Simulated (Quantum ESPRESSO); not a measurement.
# Planted mistakes on one cell of Ge2AlN3O

Calculated results; nothing here was measured. They come from pw.x of Quantum ESPRESSO 7.5, a plane-wave density functional program, with PseudoDojo standard norm-conserving files (v0.5 for PBE, v0.4.1 for LDA and PBEsol). The cells are made up: elements, strain and atom displacements were drawn at random, and nothing was relaxed. There is no spin polarisation, spin-orbit coupling or dispersion term.

The cell has 8 sites of a wurtzite lattice (rectangular cell). Sites 1 to 4 hold Ge empty Al Ge; sites 5 to 8 hold N N N O. Cell vectors in Å: (3.106, 0.000, 0.000); (0.000, 5.380, 0.000); (0.000, 0.000, 5.072). Settings: PBE, cutoff 1143 eV, 6 x 4 x 4 k mesh shifted by half a step, Fermi-Dirac smearing of 0.025 eV.

The intended run has a self-consistency threshold of 1e-07 eV, a smearing term of 0.000 eV, a pressure of -2.25 GPa and 13 iterations. Each further run changes one thing: all lengths scaled by 1.0121; atoms of sites 3 and 4 exchanged; cutoff 789 eV; files of PBEsol; k mesh 1 x 1 x 1; one electron removed; smearing 0.69 eV; threshold 0.06 eV. A coarse mesh keeps the shift, and a charged cell sits in a uniform background.

```
run  change of free energy (eV)  smearing term -TS (eV)  change of P (GPa)  largest change of a force component (eV/Å)  iterations
  A                       0.007                   0.000               1.25                                       0.304           6
  B                      -0.290                  -1.162               2.54                                       0.357          12
  C                       2.105                   0.000             -38.01                                       0.051          12
  D                       0.807                   0.000               0.90                                       2.896          12
  E                      -7.713                  -0.016             -24.23                                       1.300          14
  F                      -2.535                   0.000              -3.59                                       2.572          13
  G                       0.095                   0.000              -5.12                                       0.301          13
  H                      10.331                   0.000              -4.51                                       0.178          12
```

A rerun of the intended cell at 1437 eV and k mesh 8 x 6 x 6 moved values by no more than 0.002 eV in the cell's energy, 0.02 GPa in stress and 0.004 eV/Å in force.

Question: which change belongs to which run?

## Worked reading

Run A has the fewest iterations, as a run stopped early does. Run B has the largest smearing term, as wide smearing gives. Run C has a higher energy and the largest fall in pressure, as too small a basis gives. Run G changes the volume by a factor of 1.0367; minus its pressure change over the logarithm of that factor, 142 GPa, is a rough bulk modulus with clamped atoms. Energies from files of another functional, or of a charged cell, have another zero and say nothing on stability; the pressure of a charged cell rests on the program's zero of potential too.

## Key

| run | change |
| --- | --- |
| A | threshold 0.06 eV |
| B | smearing 0.69 eV |
| C | cutoff 789 eV |
| D | atoms of sites 3 and 4 exchanged |
| E | one electron removed |
| F | k mesh 1 x 1 x 1 |
| G | all lengths scaled by 1.0121 |
| H | files of PBEsol |